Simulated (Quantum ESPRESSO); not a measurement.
## B2SiO2N2 (one run as intended and one with a planted mistake)

Simulated, not a measurement. The program is pw.x of Quantum ESPRESSO 7.5 (plane-wave density functional theory). The cell is made up: 7 atoms on a wurtzite lattice with one site empty, with randomly drawn elements, strain and displacements, not relaxed. PseudoDojo standard norm-conserving files (v0.5 for PBE, v0.4.1 for LDA and PBEsol) set the functional; there is no spin polarisation, spin-orbit coupling or dispersion term, and the masses in the input are unused placeholders.

Intended input:

```
&control calculation='scf', pseudo_dir='./dojo.nc.sr.pbe.v0_5.standard.upf', outdir='./o', disk_io='medium', tprnfor=.true., tstress=.true. /
&system ibrav=0, nat=7, ntyp=4, nbnd=22, ecutwfc=84.00895049, nosym=.true., tot_charge=0,
 occupations='smearing', smearing='fd', degauss=0.0018374661
/
&electrons conv_thr=7.350e-09, electron_maxstep=60, /
ATOMIC_SPECIES
B 1.0 B.upf
N 1.0 N.upf
O 1.0 O.upf
Si 1.0 Si.upf
CELL_PARAMETERS angstrom
2.6635 0.022 0.0042
0.0381 4.6534 0.0209
0.0068 0.0197 4.4192
ATOMIC_POSITIONS angstrom
B 0.0142 0.1026 0.1421
B 1.4359 2.3884 0.0819
Si 0.0332 3.0482 2.148
O 0.0097 0.0105 1.693
N 1.3362 2.3267 1.8407
N 1.3355 0.7288 3.7068
O -0.0383 3.1728 3.8864
K_POINTS automatic
7 4 4 1 1 1
```

The log is shortened where brackets say so; the opening notice, blank lines, dates and the lines on written files are dropped, and the path of the files is cut. It prints rydbergs, bohrs and kilobars, and counts compression as positive stress. Where no state is partly filled, the Fermi energy that it prints is only some level between the filled and the empty states on the mesh, and need not lie in the true gap.

Log of the intended run:

```
     Program PWSCF v.7.5
     Parallel version (MPI & OpenMP), running on       1 processor cores
     Number of MPI processes:                 1
     Threads/MPI process:                     1
     [start-up lines left out]
     bravais-lattice index     =            0
     lattice parameter (alat)  =       5.0335  a.u.
     unit-cell volume          =     369.5935 (a.u.)^3
     number of atoms/cell      =            7
     number of atomic types    =            4
     number of electrons       =        32.00
     number of Kohn-Sham states=           22
     kinetic-energy cutoff     =      84.0090  Ry
     charge density cutoff     =     336.0358  Ry
     scf convergence threshold =      7.3E-09
     mixing beta               =       0.7000
     number of iterations used =            8  plain     mixing
     Exchange-correlation= PBE
                           (   1   4   3   4   0   0   0)
     [axes and pseudopotential details left out]
   Cartesian axes
     site n.     atom                  positions (alat units)
         1        B      tau(   1) = (   0.0053311   0.0385194   0.0533490  )
         2        B      tau(   2) = (   0.5390836   0.8966831   0.0307479  )
         3        Si     tau(   3) = (   0.0124644   1.1443936   0.8064292  )
         4        O      tau(   4) = (   0.0036417   0.0039420   0.6356073  )
         5        N      tau(   5) = (   0.5016530   0.8735190   0.6910587  )
         6        N      tau(   6) = (   0.5013902   0.2736153   1.3916534  )
         7        O      tau(   7) = (  -0.0143791   1.1911725   1.4590811  )
     number of k points=    56  Fermi-Dirac smearing, width (Ry)=  0.0018
                       cart. coord. in units 2pi/alat
        k(    1) = (   0.0707295   0.0706341   0.0749178), wk =   0.0357143
        k(    2) = (   0.0704975   0.0699592   0.2256042), wk =   0.0357143
     [further k points left out]
     Dense  grid:    38513 G-vectors     FFT dimensions: (  30,  54,  50)
     Estimated max dynamical RAM per process >      44.74 MB
     Initial potential from superposition of free atoms
     starting charge      31.9989, renormalised to      32.0000
     Starting wfcs are   28 randomized atomic wfcs
     total cpu time spent up to now is        5.7 secs
     per-process dynamical memory:    36.0 Mb
     Self-consistent Calculation
     iteration #  1     ecut=    84.01 Ry     beta= 0.70
     Davidson diagonalization with overlap
     ethr =  1.00E-02,  avg # of iterations =  3.0
     total cpu time spent up to now is       17.8 secs
     total energy              =    -127.12724778 Ry
     estimated scf accuracy    <       1.57597499 Ry
     iteration #  2     ecut=    84.01 Ry     beta= 0.70
     Davidson diagonalization with overlap
     ethr =  4.92E-03,  avg # of iterations =  3.1
     total cpu time spent up to now is       29.1 secs
     total energy              =    -126.93155827 Ry
     estimated scf accuracy    <       3.82582207 Ry
     [iterations 3 to 11 left out]
     iteration # 12     ecut=    84.01 Ry     beta= 0.70
     Davidson diagonalization with overlap
     ethr =  9.54E-11,  avg # of iterations =  3.7
     total cpu time spent up to now is      128.4 secs
     total energy              =    -127.82388745 Ry
     estimated scf accuracy    <       0.00000002 Ry
     iteration # 13     ecut=    84.01 Ry     beta= 0.70
     Davidson diagonalization with overlap
     ethr =  5.75E-11,  avg # of iterations =  2.0
     total cpu time spent up to now is      137.6 secs
     End of self-consistent calculation
     [lines on levels left out]
     the Fermi energy is    11.0589 ev
!    total energy              =    -127.82388745 Ry
     estimated scf accuracy    <          1.5E-10 Ry
     smearing contrib. (-TS)   =      -0.00000000 Ry
     internal energy E=F+TS    =    -127.82388745 Ry
     The total energy is F=E-TS. E is the sum of the following terms:
     one-electron contribution =      -7.00927773 Ry
     hartree contribution      =      25.22822706 Ry
     xc contribution           =     -37.14973696 Ry
     ewald contribution        =    -108.89309981 Ry
     convergence has been achieved in  13 iterations
     Forces acting on atoms (cartesian axes, Ry/au):
     atom    1 type  1   force =    -0.01000509    0.13892440   -0.02893278
     atom    2 type  1   force =    -0.02854507   -0.18346416    0.00676593
     atom    3 type  4   force =    -0.10530437    0.26917894    0.05840289
     atom    4 type  3   force =    -0.00339047   -0.10020994   -0.16848003
     atom    5 type  2   force =     0.12178059   -0.13582457   -0.27361137
     atom    6 type  2   force =     0.01250035    0.05966541    0.29910942
     atom    7 type  3   force =     0.01296406   -0.04827008    0.10674595
     Total force =     0.628785     Total SCF correction =     0.000006
     Computing stress (Cartesian axis) and pressure
          total   stress  (Ry/bohr**3)                   (kbar)     P=       86.34
   0.00279776  -0.00073151  -0.00002915          411.57     -107.61       -4.29
  -0.00073151  -0.00020582   0.00051965         -107.61      -30.28       76.44
  -0.00002915   0.00051965  -0.00083113           -4.29       76.44     -122.26
     init_run     :      5.47s CPU      5.58s WALL (       1 calls)
     electrons    :    122.74s CPU    131.92s WALL (       1 calls)
     forces       :      1.22s CPU      1.24s WALL (       1 calls)
     stress       :      6.11s CPU      6.16s WALL (       1 calls)
     [timing details left out]
     PWSCF        :   2m15.68s CPU   2m25.16s WALL
     JOB DONE.
```

A second run has one planted mistake: the plane-wave cutoff is too low. The input lines that differ, file-writing options aside:

```
- &system ibrav=0, nat=7, ntyp=4, nbnd=22, ecutwfc=84.00895049, nosym=.true., tot_charge=0,
+ &system ibrav=0, nat=7, ntyp=4, nbnd=22, ecutwfc=53.94800495, nosym=.true., tot_charge=0,
```

Its log:

```
     Program PWSCF v.7.5
     Parallel version (MPI & OpenMP), running on       1 processor cores
     Number of MPI processes:                 1
     Threads/MPI process:                     1
     [start-up lines left out]
     bravais-lattice index     =            0
     lattice parameter (alat)  =       5.0335  a.u.
     unit-cell volume          =     369.5935 (a.u.)^3
     number of atoms/cell      =            7
     number of atomic types    =            4
     number of electrons       =        32.00
     number of Kohn-Sham states=           22
     kinetic-energy cutoff     =      53.9480  Ry
     charge density cutoff     =     215.7920  Ry
     scf convergence threshold =      7.3E-09
     mixing beta               =       0.7000
     number of iterations used =            8  plain     mixing
     Exchange-correlation= PBE
                           (   1   4   3   4   0   0   0)
     [axes and pseudopotential details left out]
   Cartesian axes
     site n.     atom                  positions (alat units)
         1        B      tau(   1) = (   0.0053311   0.0385194   0.0533490  )
         2        B      tau(   2) = (   0.5390836   0.8966831   0.0307479  )
         3        Si     tau(   3) = (   0.0124644   1.1443936   0.8064292  )
         4        O      tau(   4) = (   0.0036417   0.0039420   0.6356073  )
         5        N      tau(   5) = (   0.5016530   0.8735190   0.6910587  )
         6        N      tau(   6) = (   0.5013902   0.2736153   1.3916534  )
         7        O      tau(   7) = (  -0.0143791   1.1911725   1.4590811  )
     number of k points=    56  Fermi-Dirac smearing, width (Ry)=  0.0018
                       cart. coord. in units 2pi/alat
        k(    1) = (   0.0707295   0.0706341   0.0749178), wk =   0.0357143
        k(    2) = (   0.0704975   0.0699592   0.2256042), wk =   0.0357143
     [further k points left out]
     Dense  grid:    19791 G-vectors     FFT dimensions: (  24,  45,  40)
     Estimated max dynamical RAM per process >      24.86 MB
     Check: negative core charge=   -0.000064
     Initial potential from superposition of free atoms
     starting charge      31.9989, renormalised to      32.0000
     Starting wfcs are   28 randomized atomic wfcs
     total cpu time spent up to now is        4.2 secs
     per-process dynamical memory:    22.8 Mb
     Self-consistent Calculation
     iteration #  1     ecut=    53.95 Ry     beta= 0.70
     Davidson diagonalization with overlap
     ethr =  1.00E-02,  avg # of iterations =  3.0
     total cpu time spent up to now is        9.9 secs
     total energy              =    -127.08030980 Ry
     estimated scf accuracy    <       1.51828591 Ry
     iteration #  2     ecut=    53.95 Ry     beta= 0.70
     Davidson diagonalization with overlap
     ethr =  4.74E-03,  avg # of iterations =  3.2
     total cpu time spent up to now is       15.4 secs
     total energy              =    -126.90482051 Ry
     estimated scf accuracy    <       3.59635540 Ry
     [iterations 3 to 11 left out]
     iteration # 12     ecut=    53.95 Ry     beta= 0.70
     Davidson diagonalization with overlap
     ethr =  9.85E-11,  avg # of iterations =  3.7
     total cpu time spent up to now is       65.1 secs
     total energy              =    -127.74571067 Ry
     estimated scf accuracy    <       0.00000002 Ry
     iteration # 13     ecut=    53.95 Ry     beta= 0.70
     Davidson diagonalization with overlap
     ethr =  4.96E-11,  avg # of iterations =  2.0
     total cpu time spent up to now is       69.1 secs
     End of self-consistent calculation
     [lines on levels left out]
     the Fermi energy is    11.0666 ev
!    total energy              =    -127.74571068 Ry
     estimated scf accuracy    <          1.6E-10 Ry
     smearing contrib. (-TS)   =      -0.00000000 Ry
     internal energy E=F+TS    =    -127.74571068 Ry
     The total energy is F=E-TS. E is the sum of the following terms:
     one-electron contribution =      -6.87635474 Ry
     hartree contribution      =      25.14183810 Ry
     xc contribution           =     -37.11809420 Ry
     ewald contribution        =    -108.89309983 Ry
     convergence has been achieved in  13 iterations
     Forces acting on atoms (cartesian axes, Ry/au):
     atom    1 type  1   force =    -0.00986593    0.13908659   -0.02588902
     atom    2 type  1   force =    -0.02671642   -0.18347815    0.00545359
     atom    3 type  4   force =    -0.10551395    0.26961940    0.05808222
     atom    4 type  3   force =    -0.00307135   -0.10059393   -0.16813506
     atom    5 type  2   force =     0.12141698   -0.13664999   -0.27191164
     atom    6 type  2   force =     0.01212316    0.06018485    0.29719826
     atom    7 type  3   force =     0.01162750   -0.04816878    0.10520164
     Total force =     0.626969     Total SCF correction =     0.000011
     Computing stress (Cartesian axis) and pressure
          total   stress  (Ry/bohr**3)                   (kbar)     P=      -91.46
   0.00156269  -0.00073025  -0.00002971          229.88     -107.42       -4.37
  -0.00073025  -0.00141433   0.00051980         -107.42     -208.05       76.47
  -0.00002971   0.00051980  -0.00201360           -4.37       76.47     -296.21
     init_run     :      3.13s CPU      3.99s WALL (       1 calls)
     electrons    :     60.88s CPU     64.96s WALL (       1 calls)
     forces       :      0.62s CPU      0.64s WALL (       1 calls)
     stress       :      2.42s CPU      2.45s WALL (       1 calls)
     [timing details left out]
     PWSCF        :   1m 7.23s CPU   1m12.31s WALL
     JOB DONE.
```

|  | intended run | run with the mistake |
| --- | --- | --- |
| free energy (eV) | -1739.133 | -1738.069 |
| smearing term -TS (eV) | 0.0000 | 0.0000 |
| pressure (GPa) | 8.63 | -9.15 |
| largest force component (eV/Å) | 7.690 | 7.641 |
| largest change of a force component (eV/Å) |  | 0.078 |
| iterations | 13 | 13 |

For scale, a rerun of the intended cell at 1437 eV and a 9 x 6 x 6 mesh moved values by no more than 0.002 eV in energy, 0.02 GPa in stress and 0.003 eV/Å in force.